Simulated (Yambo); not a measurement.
```
BN
1.0
    0.00000     3.33495     2.16788
    1.25330     0.00000     2.16788
    1.25330     3.33495     0.00000
B N
1 1
Direct
  0.00011   0.00011   0.99989
  0.66659   0.66659   0.33341
```

BN (space group Fmm2, No. 42): mean Im ε in 1 eV windows above the direct gap of 6.41 eV, for different electron-hole kernels (Yambo, broadening 0.15 eV, PBEsol (pw.x of Quantum ESPRESSO, ONCV potentials, no spin-orbit coupling) bands; 10×10×10 mesh, 3 valence and 2 conduction bands, static screening with 11 bands and a 4 Ry block, scissor 1.78 eV, Tamm-Dancoff; field along x).

```csv
window (eV),independent quasiparticles,RPA (no attraction),BSE
6.4 to 7.4,7.8,6.8,3.6
7.4 to 8.4,7.5,7.6,1.3
8.4 to 9.4,3.0,3.3,0.6
9.4 to 10.4,1.4,1.5,0.6
10.4 to 11.4,0.9,0.9,0.5
11.4 to 12.4,0.7,0.7,0.8
```

This run doesn't resolve bound excitons or single peaks, so only averages are given, and they too depend on the mesh; weight that the attraction moves below the gap isn't listed. All transitions below 14.16 eV are in the band window. The scissor comes from a G0W0 run whose convergence isn't established.

Geometry relaxed with PBE+D3(BJ).

This is not the ordinary phase of the substance; no match was found in the copy of COD used, and its stability was not checked.
